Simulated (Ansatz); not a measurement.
Input and command of a plane-wave DFT calculation in Ansatz:

```yaml
crystal:
  lattice:
    - [0.0, 5.588696, 5.588696]
    - [5.588696, 0.0, 5.588696]
    - [5.588696, 5.588696, 0.0]
  atoms:
    - { symbol: Rb, position: [0.75, 0.75, 0.75] }
    - { symbol: Rb, position: [0.25, 0.25, 0.25] }
    - { symbol: Tl, position: [0.5, 0.5, 0.5] }
    - { symbol: In, position: [0.0, 0.0, 0.0] }
    - { symbol: Cl, position: [0.771982, 0.228018, 0.228018] }
    - { symbol: Cl, position: [0.228018, 0.228018, 0.771982] }
    - { symbol: Cl, position: [0.228018, 0.771982, 0.771982] }
    - { symbol: Cl, position: [0.228018, 0.771982, 0.228018] }
    - { symbol: Cl, position: [0.771982, 0.228018, 0.771982] }
    - { symbol: Cl, position: [0.771982, 0.771982, 0.228018] }
basis:
  ecutwfc: 420
kpoints:
  mp_grid: { grid: [4, 4, 4] }
hamiltonian:
  xc: pbesol
scf:
  occupations: { method: gaussian, width: 0.1 }
output:
  forces: true
  stress: true
  eigenvalues: true
```

```bash
ansatz run input.yaml --threads 2 --pin off --max-ram 5120MiB --backend cpu --events-out ev --progress --plain --runs-dir out
```

Processor: Arm Neoverse V2, 2 threads, on a host shared with other jobs.

Question: How long does it run, and how much memory does it take?

Answer: About 4.5 s on 2 threads of Arm Neoverse V2 (shared host), peak memory 0.67 GiB. It solves 53 bands at 8 k points (the mesh reduced by the symmetry that the task leaves, which can be less than the crystal's) with about 6855 plane waves, in 6 SCF iterations.
